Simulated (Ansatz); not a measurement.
MnZn$_{3}$ in space group P4/mmm (No. 123; Mn on 1a, Zn on 2e, Zn on 1c), PBE (plane waves, PAW; program Ansatz), all energies at zero smearing, with the estimated change up to a 700 eV cutoff added, with one set of potentials and settings (totals compare only within such a set). Cell of 8 atoms (2 Mn, 6 Zn): -27712.104 eV.

```csv
element,reference phase,E (eV/atom)
Mn,"I-43m, 29 atoms in the cell, spin-polarised",-3898.8617
Zn,"C2/m, 3 atoms in the cell",-3319.0295
```

Formation energy per atom, worked out: (-27712.104 − 2×(-3898.8617) − 6×(-3319.0295))/8 = -0.025 eV/atom (-2 kJ per mol of atoms), at 0 K, without zero-point energy or fitted corrections.

The workflow started from an entry of the Crystallography Open Database (COD); the relaxed space group is not among those it files for this formula. COD files the formula under space group No. 221, so this cell is another polymorph or a model. Its standing as an ambient phase is unchecked. Symmetry was held in the PBE relaxation, as lowered by the spin order; whether a distortion lowers the energy is not shown. Magnetic state: antiferromagnetic, chosen from 3 collinear starts compared on coarse meshes (ties went to the first, and starts can fall back to one state), not a proven ground state. The references are the lowest solids computed at this level, not always the standard phases.

Potentials: the later of the program's two PAW sets.
